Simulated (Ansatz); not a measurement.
These are results of DFT PBE, scalar-relativistic, plane waves, PAW, and for the lanthanide a 4f-in-core norm-conserving potential, in Ansatz 0.2.0, not measurements. All cells share a 770 eV cutoff and Γ-centred k meshes spaced at most about 0.3 Å⁻¹ (about 0.25 or finer for metals, 2π included). No spin polarisation in the final relaxations.

Temperature and zero-point effects are left out. All come from trial cells, and lower structures may exist.

Question: These unrelaxed guesses for Er3Se are each relaxed within their symmetry. Order them by the energy at which they end, lowest first.
A.

Space group Pm-3m (No. 221). a = 4.582 Å, b = 4.582 Å, c = 4.582 Å, α = 90.00°, β = 90.00°, γ = 90.00°
```
atom  site  symmetry       x       y       z
  Er    3c    4/mm.m  0.0000  0.5000  0.5000
  Se    1a      m-3m  0.0000  0.0000  0.0000
```

B.

Space group Fm-3m (No. 225). a = 7.412 Å, b = 7.412 Å, c = 7.412 Å, α = 90.00°, β = 90.00°, γ = 90.00°
| atom | site | symmetry | x | y | z |
| --- | --- | --- | --- | --- | --- |
| Er | 8c | -43m | 0.2500 | 0.7500 | 0.7500 |
| Er | 4b | m-3m | 0.5000 | 0.0000 | 0.0000 |
| Se | 4a | m-3m | 0.0000 | 0.0000 | 0.0000 |

C.

Space group P4/mmm (No. 123). a = 3.654 Å, b = 3.654 Å, c = 9.543 Å, α = 90.00°, β = 90.00°, γ = 90.00°
| atom | site | symmetry | x | y | z |
| --- | --- | --- | --- | --- | --- |
| Er | 2h | 4mm | 0.5000 | 0.5000 | 0.7655 |
| Er | 1b | 4/mmm | 0.0000 | 0.0000 | 0.5000 |
| Se | 1a | 4/mmm | 0.0000 | 0.0000 | 0.0000 |

D.

Space group Pm-3n (No. 223). a = 6.131 Å, b = 6.131 Å, c = 6.131 Å, α = 90.00°, β = 90.00°, γ = 90.00°
| atom | site | symmetry | x | y | z |
| --- | --- | --- | --- | --- | --- |
| Er | 6c | -4m.2 | 0.2500 | 0.0000 | 0.5000 |
| Se | 2a | m-3. | 0.0000 | 0.0000 | 0.0000 |

Answer: C (ends in P4/mmm, 0 meV/atom), D (ends in Pm-3n, 0.30 eV/atom), A (ends in Pm-3m, 0.34 eV/atom), B (ends in Fm-3m, BiF3 (D0_3) type, 0.56 eV/atom).

In P4/mmm, Pm-3m, Fm-3m an odd number of valence electrons (the lanthanide is held trivalent, its 4f shell in the core) allows no gap without spin; another valence of the lanthanide, a larger cell or a magnetic state could open one. A magnetic state wasn't ruled out in cells without spin, among them P4/mmm, Pm-3m, Fm-3m. Cells relaxed within their symmetry can be saddle points. Some structure types and database cells were kept out of the candidates from the start, so a known form may be missing.

The lanthanide is trivalent by construction, without f bands, f moments or other valences.
